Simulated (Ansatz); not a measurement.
CsPbBr3:
```
CELL_PARAMETERS angstrom
      8.45684     0.00000     0.00000
      0.00000    11.80705     0.00000
      0.00000     0.00000     8.12455
ATOMIC_POSITIONS crystal
  Pb 0.00000 0.50000 0.00000
  Pb 0.50000 0.50000 0.50000
  Pb 0.50000 0.00000 0.50000
  Pb 0.00000 0.00000 0.00000
  Cs 0.56174 0.25000 0.01862
  Cs 0.93826 0.75000 0.51862
  Cs 0.06174 0.25000 0.48138
  Cs 0.43826 0.75000 0.98138
  Br 0.29707 0.46459 0.19945
  Br 0.20293 0.53541 0.69945
  Br 0.79707 0.03541 0.30055
  Br 0.70293 0.96459 0.80055
  Br 0.70293 0.53541 0.80055
  Br 0.79707 0.46459 0.30055
  Br 0.20293 0.96459 0.69945
  Br 0.29707 0.03541 0.19945
  Br 0.00846 0.75000 0.06810
  Br 0.49154 0.25000 0.56810
  Br 0.50846 0.75000 0.43190
  Br 0.99154 0.25000 0.93190
```

Relaxed with r²SCAN. Special points in fractions of this cell's reciprocal vectors: Γ (0.000, 0.000, 0.000); X (0.500, 0.000, 0.000); S (0.500, 0.500, 0.000); Y (0.000, 0.500, 0.000); Z (0.000, 0.000, 0.500); U (0.500, 0.000, 0.500); R (0.500, 0.500, 0.500); T (0.000, 0.500, 0.500).

**Question.** List the band energies nearest the valence-band maximum at these points for r²SCAN in the plane-wave PAW code Ansatz.

**Answer.** In eV from the valence-band maximum; about four levels below and three above (degenerate sets whole), none deeper than 8.9 eV; points with the same levels are listed once.

```tsv
k	below	above
Γ	-1.27 -1.10 -0.62 0.00	2.41 2.47 2.56
X	-1.26 -1.26 -0.81 -0.81	2.81 2.81 3.95 3.95
S	-1.20 -1.20 -1.20 -1.20	4.09 4.09 4.09 4.09
Y	-1.29 -1.29 -0.46 -0.46	2.61 2.61 2.77 2.77
Z	-1.36 -1.36 -0.86 -0.86	2.81 2.81 3.98 3.98
U	-1.16 -1.16 -0.60 -0.60	2.79 2.79 2.85 2.85
R	-1.04 -1.04 -1.04 -1.04	3.03 3.03 3.03 3.03
T	-1.31 -1.31 -1.31 -1.31	4.03 4.03 4.10 4.10
```

Space group Pnma. The cell was relaxed with r²SCAN under the symmetry of its start. Scalar-relativistic: spin–orbit coupling is off unless named, which matters more the heavier the elements.

Potentials: the later of the program's two PAW sets.
